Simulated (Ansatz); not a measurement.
PbBrF:
```
CELL_PARAMETERS angstrom
      4.17399     0.00000     0.00000
      0.00000     4.17399     0.00000
      0.00000     0.00000     7.63566
ATOMIC_POSITIONS crystal
  Pb 0.00000 0.50000 0.80922
  Pb 0.50000 0.00000 0.19078
  Br 0.50000 0.00000 0.65137
  Br 0.00000 0.50000 0.34863
  F  0.50000 0.50000 0.00000
  F  0.00000 0.00000 0.00000
```

Relaxed with r²SCAN+D4. Special points in fractions of this cell's reciprocal vectors: Γ (0.000, 0.000, 0.000); X (0.000, 0.500, 0.000); M (0.500, 0.500, 0.000); Z (0.000, 0.000, 0.500); R (0.000, 0.500, 0.500); A (0.500, 0.500, 0.500).

Q: List the band energies nearest the valence-band maximum at these points for the program Ansatz at the r²SCAN+D4 level (PAW).

A: In eV from the valence-band maximum; about four levels below and three above (degenerate sets whole), none deeper than 8.9 eV; points with the same levels are listed once.

```
k                          below                above
-  -----------------------------  -------------------
Γ  -1.54 -1.54 -0.99 -0.99 -0.34  3.95 4.99 6.45 6.45
X        -0.91 -0.91 -0.31 -0.31  4.43 4.43 5.41 5.41
M        -1.42 -1.42 -0.81 -0.81  4.75 4.75 5.73 5.73
Z         -1.56 -0.81 -0.81 0.00  2.97 4.66 6.61 6.61
R        -0.92 -0.92 -0.35 -0.35  4.23 4.23 5.45 5.45
A        -2.09 -2.09 -1.14 -1.14  5.20 5.20 5.43 5.43
```

Space group P4/nmm. The workflow started from a Materials Project entry (that database holds measured and hypothetical structures alike); the Crystallography Open Database files this formula in space group No. 129, but the cells were not matched. Its standing as an ambient phase is unchecked. Symmetry was held in the r²SCAN+D4 relaxation; whether a distortion lowers the energy is not shown. Scalar-relativistic: spin–orbit coupling is off unless named, which matters more the heavier the elements.

Potentials: the later of the program's two PAW sets.
